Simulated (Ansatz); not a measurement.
Input:

CdSiN$_{2}$:
```
CdSiN2
1.0
    1.44697     0.83541     5.46550
   -1.44697     0.83541     5.46550
    0.00000    -1.67082     5.46550
Cd Si N
1 1 2
Cartesian
  0.00000   0.00000   0.00000
  0.00000   0.00000   8.19825
  0.00000   0.00000  12.68660
  0.00000   0.00000   3.70990
```

This is the PBEsol-relaxed structure.

Question: All from plane-wave PAW PBEsol (Ansatz code), unless another level is named. Predict the Debye temperature from the elastic constants.

Answer: 562 K.

Question: Next, the highest zone-centre frequency (without LO–TO term)?

Answer: 673 cm⁻¹.

Space group R-3m. The start of the workflow was typed in or built on a structure type; neither database checked (COD, Materials Project) lists it. Whether it is the stable phase at ambient conditions was not checked. The PBEsol relaxation kept the symmetry of its start; whether a distortion lowers the energy is not shown.

Potentials: the earlier of the program's two PAW sets. The files were generated under PBE; for other functionals the program regenerates the frozen cores, and for LDA and PBEsol the local potential too.
